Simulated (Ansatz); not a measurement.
Relaxed-ion elastic tensor of Ag (fcc (Cu type), Fm-3m) in GPa (Voigt order), PBEsol in the plane-wave PAW code Ansatz; density 10.76 g/cm³, 16.65 Å³ per atom.

```
 144   107   107   0.0   0.0   0.0
 107   144   107   0.0   0.0   0.0
 107   107   144   0.0   0.0   0.0
 0.0   0.0   0.0  51.4   0.0   0.0
 0.0   0.0   0.0   0.0  51.4   0.0
 0.0   0.0   0.0   0.0   0.0  51.4
```

Question: Is the crystal mechanically stable?

Answer: Yes: the smallest eigenvalue of C is 36.3 GPa.

Question: Work out the Voigt, Reuss and Hill averages.

Answer: K_V = 119, K_R = 119, K_H = 119; G_V = 38.1, G_R = 29.7, G_H = 33.9 GPa.

Question: Give Young's modulus, Poisson's ratio, Pugh's ratio and the universal anisotropy index.

Answer: E = 9KG/(3K + G) = 92.9 GPa; ν = 0.37; K/G = 3.52 (ductile by the Pugh limit of 1.75); A_U = 5G_V/G_R + K_V/K_R − 6 = 1.42.

Question: Estimate the sound speeds and the Debye temperature.

Answer: v_l = √((K + 4G/3)/ρ) = 3910 m/s, v_t = √(G/ρ) = 1770 m/s, mean 2000 m/s; Θ = (h/k)(3n/4πV)^(1/3) v_m = 233 K.

Question: Give the Zener ratio and Young's modulus along [100], [110] and [111].

Answer: A = 2C44/(C11 − C12) = 2.83; 1/E = S11 − 2(S11 − S12 − S44/2)Γ with Γ = 0, 1/4, 1/3 gives 51.8, 96.3, 135 GPa.

Question: Solve the Christoffel equation for the three sound speeds along [100], [110], [111].

Answer: Eigenvalues of C_ijkl n_j n_l equal ρv². In km/s, slowest first: [100] 2.19, 2.19, 3.65; [110] 1.30, 2.19, 4.05; [111] 1.65, 1.65, 4.18.

The PBEsol relaxation kept the symmetry of its start; phonons on a q-mesh show no instability. The run is not spin-polarised. As this level gives no gap, shear constants depend on the k-mesh and smearing (Fermi–Dirac, 0.1 eV here).

Potentials: the earlier of the program's two PAW sets.
